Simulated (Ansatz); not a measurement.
The cell is AlB2P3 as one 6-atom ordering (P3m1) on the zincblende lattice; cell and atoms were relaxed with r2SCAN. The symmetry is P3m1 (No. 156, trigonal); a = 3.408 Å, c = 8.615 Å in the conventional setting, 14.45 Å³ an atom. B has 4 P at 1.97–2.06 Å; B has 4 P at 1.97–2.07 Å; Al has 4 P at 2.23–2.37 Å; P has 4 B at 1.97–2.06 Å; P has 3 B at 2.07 Å and 1 Al at 2.37 Å; P has 1 B at 1.97 Å and 3 Al at 2.23 Å.

```
B Al P
1.0
     3.40833    0.00000    0.00000
    -1.70416    2.95170    0.00000
     0.00000    0.00000    8.61511
B Al P
2 1 3
Direct
  0.00000 0.00000 0.98580
  0.66667 0.33333 0.68571
  0.33333 0.66667 0.33703
  0.66667 0.33333 0.91393
  0.33333 0.66667 0.61267
  0.00000 0.00000 0.21487
```

3 runs of the plane-wave code Ansatz on this cell differ in the functional (and in the settings that go with it). Levels are in eV from each run's valence top; v1 is the last filled band, c1 the first empty one.

Run A, mean stress -0.9 GPa (compression positive):
```tsv
point	v5	v3	v1	c1	c2	c3
Γ	-2.02	-1.27	0.00	2.42	2.73	3.13
M	-4.97	-4.00	-1.85	0.91	1.29	2.74
K	-6.60	-4.06	-3.35	1.90	2.04	2.62
```

Run B, mean stress 0.0 GPa (compression positive):
```tsv
point	v5	v3	v1	c1	c2	c3
Γ	-1.96	-1.22	0.00	1.85	2.15	2.55
M	-4.78	-3.85	-1.77	0.51	0.80	2.19
K	-6.24	-3.94	-3.24	1.42	1.60	2.18
```

Run C, mean stress -1.1 GPa (compression positive):
```tsv
point	v5	v3	v1	c1	c2	c3
Γ	-2.03	-1.27	0.00	3.12	3.43	3.83
M	-5.01	-4.04	-1.87	1.59	1.99	3.44
K	-6.68	-4.09	-3.38	2.60	2.73	3.32
```

Task: Match the runs to r2SCAN, HSE06, PBE0.

Result: A is HSE06, B is r2SCAN, C is PBE0. In order of the gap: r2SCAN 0.51, HSE06 0.91, PBE0 1.59 eV. The stress vanishes for r2SCAN, which relaxed the cell.

Values at 0 K without nuclear motion; spin polarisation is off, and the phase may be a hypothetical one.

The program warns that its thresholds are loose for a hybrid's stress.

The meshes of the hybrids are coarse, so their gaps aren't converged to the digits shown.
